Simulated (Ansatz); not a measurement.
Mg, DFT, LDA, all-electron LAPW, scalar-relativistic (Ansatz 0.2.0), run on 1 thread of Arm Neoverse V1 on a shared host.

The geometry is COD entry 1538898, unchecked; take it as a test cell. The listed cell was then made from it by scaling, straining or moving an atom.

Command: `ansatz run input.yaml --threads 1 --pin off --max-ram 3072MiB --backend cpu --events-out ev --progress --plain --runs-dir out`

```yaml
crystal:
  lattice:
    - [-1.50603, 1.4765, 1.4765]
    - [1.4765, -1.50603, 1.4765]
    - [1.4765, 1.4765, -1.50603]
  atoms:
    - { symbol: Mg, position: [0.0, 0.0, 0.0] }
kpoints:
  mp_grid: { grid: [19, 19, 19] }
  band_path:
    path:
      - [0.0, 0.0, 0.0]
      - [0.0, 0.0, 0.5]
      - [-0.5, 0.5, 0.5]
      - [-0.7548769728, 0.2451230272, 0.2451230272]
      - [0.2451230272, 0.2451230272, 0.2451230272]
      - [0.0, 0.0, 0.0]
      - [-0.5, 0.0, 0.5]
    npoints: 5
scf:
  occupations: { method: fermi_dirac, width: 0.03 }
hamiltonian:
  xc: lda
  pseudopotentials: { kind: all_electron, lapw: { basis_error: 0.0005 } }
output:
  forces: true
  stress: true
  eigenvalues: true
```

Question: How large is the problem that the program sets up?

Answer: 670 irreducible k-points, 87 plane waves at Γ, 9 bands.

Question: Estimate the wall time and the peak memory.

Answer: 22 s of wall time for 5 SCF iterations, with a peak of 0.44 GiB. Times on shared machines scatter by tens of per cent.
